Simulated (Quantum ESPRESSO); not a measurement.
# MgGaAlS4: input and log of a self-consistent run

Computed values, not a measurement. The program is pw.x of Quantum ESPRESSO 7.5 (plane-wave density functional theory). The cell is made up: 7 atoms on a zincblende/diamond lattice with one site empty, with randomly drawn elements, strain and displacements, not relaxed. PseudoDojo standard norm-conserving files (v0.5 for PBE, v0.4.1 for LDA and PBEsol) set the functional; there is no spin polarisation, spin-orbit coupling or dispersion term, and the masses in the input are unused placeholders.

Input:

```
&control calculation='scf', pseudo_dir='./dojo.nc.sr.pbe.v0_5.standard.upf', outdir='./o', disk_io='low', tprnfor=.true., tstress=.true. /
&system ibrav=0, nat=7, ntyp=4, nbnd=31, ecutwfc=105.61755193, nosym=.true., tot_charge=0,
 occupations='smearing', smearing='fd', degauss=0.0018374661
/
&electrons conv_thr=7.350e-09, electron_maxstep=60, /
ATOMIC_SPECIES
Al 1.0 Al.upf
Ga 1.0 Ga.upf
Mg 1.0 Mg.upf
S 1.0 S.upf
CELL_PARAMETERS angstrom
5.3494 0.0361 -0.0199
0.0361 5.3786 -0.0297
-0.0199 -0.0297 5.2776
ATOMIC_POSITIONS angstrom
Mg -0.021 2.693 2.6652
Ga 2.7127 0.0179 2.7268
Al 2.6673 2.8031 -0.0566
S 1.303 1.3957 1.3214
S 1.2546 4.177 3.9171
S 4.0079 1.2835 4.1263
S 3.9601 4.1669 1.2726
K_POINTS automatic
6 6 6 1 1 1
```

The log is shortened where brackets say so; the opening notice, blank lines, dates and the lines on written files are dropped, and the path of the files is cut. It prints rydbergs, bohrs and kilobars, and counts compression as positive stress. With no partly filled state, the Fermi energy that it prints is only some level between the filled and the empty states on the mesh, and need not lie in the true gap.

```
     Program PWSCF v.7.5
     Parallel version (MPI & OpenMP), running on       4 processor cores
     Number of MPI processes:                 4
     Threads/MPI process:                     1
     [start-up lines left out]
     bravais-lattice index     =            0
     lattice parameter (alat)  =      10.1092  a.u.
     unit-cell volume          =    1024.6328 (a.u.)^3
     number of atoms/cell      =            7
     number of atomic types    =            4
     number of electrons       =        50.00
     number of Kohn-Sham states=           31
     kinetic-energy cutoff     =     105.6176  Ry
     charge density cutoff     =     422.4702  Ry
     scf convergence threshold =      7.3E-09
     mixing beta               =       0.7000
     number of iterations used =            8  plain     mixing
     Exchange-correlation= PBE
                           (   1   4   3   4   0   0   0)
     [axes and pseudopotential details left out]
   Cartesian axes
     site n.     atom                  positions (alat units)
         1        Mg     tau(   1) = (  -0.0039256   0.5034060   0.4982093  )
         2        Ga     tau(   2) = (   0.5070885   0.0033461   0.5097243  )
         3        Al     tau(   3) = (   0.4986019   0.5239871  -0.0105803  )
         4        S      tau(   4) = (   0.2435715   0.2609000   0.2470110  )
         5        S      tau(   5) = (   0.2345240   0.7808121   0.7322286  )
         6        S      tau(   6) = (   0.7492020   0.2399263   0.7713346  )
         7        S      tau(   7) = (   0.7402667   0.7789240   0.2378888  )
     number of k points=   108  Fermi-Dirac smearing, width (Ry)=  0.0018
     Number of k-points >= 100: set verbosity='high' to print them.
     Dense  grid:   150261 G-vectors     FFT dimensions: (  72,  72,  72)
     Estimated max dynamical RAM per process >     426.22 MB
     Estimated total dynamical RAM >       1.56 GB
     Initial potential from superposition of free atoms
     starting charge      49.9939, renormalised to      50.0000
     Starting wfcs are   34 randomized atomic wfcs
     total cpu time spent up to now is        5.7 secs
     per-process dynamical memory:   358.5 Mb
     Self-consistent Calculation
     iteration #  1     ecut=   105.62 Ry     beta= 0.70
     Davidson diagonalization with overlap
     ethr =  1.00E-02,  avg # of iterations =  4.4
     Threshold (ethr) on eigenvalues was too large:
     Diagonalizing with lowered threshold
     Davidson diagonalization with overlap
     ethr =  7.51E-04,  avg # of iterations =  1.1
     total cpu time spent up to now is       27.6 secs
     total energy              =    -364.78418387 Ry
     estimated scf accuracy    <       0.36799658 Ry
     iteration #  2     ecut=   105.62 Ry     beta= 0.70
     Davidson diagonalization with overlap
     ethr =  7.36E-04,  avg # of iterations =  2.3
     total cpu time spent up to now is       38.8 secs
     total energy              =    -364.87258837 Ry
     estimated scf accuracy    <       0.12066096 Ry
     iteration #  3     ecut=   105.62 Ry     beta= 0.70
     Davidson diagonalization with overlap
     ethr =  2.41E-04,  avg # of iterations =  3.0
     total cpu time spent up to now is       49.9 secs
     total energy              =    -364.89866290 Ry
     estimated scf accuracy    <       0.00606389 Ry
     iteration #  4     ecut=   105.62 Ry     beta= 0.70
     Davidson diagonalization with overlap
     c_bands:  1 eigenvalues not converged
     ethr =  1.21E-05,  avg # of iterations =  8.9
     total cpu time spent up to now is       66.5 secs
     total energy              =    -364.90005263 Ry
     estimated scf accuracy    <       0.00094624 Ry
     iteration #  5     ecut=   105.62 Ry     beta= 0.70
     Davidson diagonalization with overlap
     ethr =  1.89E-06,  avg # of iterations =  5.2
     total cpu time spent up to now is       80.0 secs
     total energy              =    -364.90022686 Ry
     estimated scf accuracy    <       0.00010251 Ry
     iteration #  6     ecut=   105.62 Ry     beta= 0.70
     Davidson diagonalization with overlap
     ethr =  2.05E-07,  avg # of iterations =  2.0
     total cpu time spent up to now is       90.9 secs
     total energy              =    -364.90024855 Ry
     estimated scf accuracy    <       0.00000596 Ry
     iteration #  7     ecut=   105.62 Ry     beta= 0.70
     Davidson diagonalization with overlap
     ethr =  1.19E-08,  avg # of iterations =  2.4
     total cpu time spent up to now is      102.5 secs
     total energy              =    -364.90025047 Ry
     estimated scf accuracy    <       0.00000071 Ry
     iteration #  8     ecut=   105.62 Ry     beta= 0.70
     Davidson diagonalization with overlap
     ethr =  1.41E-09,  avg # of iterations =  3.0
     total cpu time spent up to now is      114.3 secs
     total energy              =    -364.90025071 Ry
     estimated scf accuracy    <       0.00000010 Ry
     iteration #  9     ecut=   105.62 Ry     beta= 0.70
     Davidson diagonalization with overlap
     ethr =  2.04E-10,  avg # of iterations =  2.0
     total cpu time spent up to now is      125.5 secs
     End of self-consistent calculation
     Number of k-points >= 100: set verbosity='high' to print the bands.
     the Fermi energy is     6.1078 ev
!    total energy              =    -364.90025073 Ry
     estimated scf accuracy    <          7.3E-09 Ry
     smearing contrib. (-TS)   =      -0.00000000 Ry
     internal energy E=F+TS    =    -364.90025073 Ry
     The total energy is F=E-TS. E is the sum of the following terms:
     one-electron contribution =    -212.43082239 Ry
     hartree contribution      =     126.30292387 Ry
     xc contribution           =     -85.21325313 Ry
     ewald contribution        =    -193.55909909 Ry
     convergence has been achieved in   9 iterations
     Forces acting on atoms (cartesian axes, Ry/au):
     atom    1 type  3   force =    -0.02519729   -0.00366930    0.00228863
     atom    2 type  2   force =    -0.03461140    0.02730216   -0.01671240
     atom    3 type  1   force =    -0.03138058   -0.00812929    0.01816270
     atom    4 type  4   force =     0.04888860   -0.01880268   -0.03545718
     atom    5 type  4   force =     0.03396585   -0.00011662    0.05176453
     atom    6 type  4   force =    -0.00236986    0.01342566    0.00718043
     atom    7 type  4   force =     0.01070467   -0.01000993   -0.02722670
     Total force =     0.115259     Total SCF correction =     0.000118
     Computing stress (Cartesian axis) and pressure
          total   stress  (Ry/bohr**3)                   (kbar)     P=       15.55
   0.00020271  -0.00000555  -0.00006769           29.82       -0.82       -9.96
  -0.00000555   0.00002389   0.00019280           -0.82        3.51       28.36
  -0.00006769   0.00019280   0.00009044           -9.96       28.36       13.30
     init_run     :      5.41s CPU      5.62s WALL (       1 calls)
     electrons    :    119.14s CPU    119.86s WALL (       1 calls)
     forces       :      2.00s CPU      2.02s WALL (       1 calls)
     stress       :      7.08s CPU      7.31s WALL (       1 calls)
     [timing details left out]
     PWSCF        :   2m13.73s CPU   2m14.99s WALL
     JOB DONE.
```

In other units: free energy -4964.721 eV for the cell, pressure 1.55 GPa, largest force component 1.331 eV/Å. This run is the check on a run of the same cell at 1143 eV and a 4 x 4 x 4 mesh: rerunning at 1437 eV and a 6 x 6 x 6 mesh moved values by no more than 0.002 eV in energy, 0.02 GPa in stress and 0.002 eV/Å in force.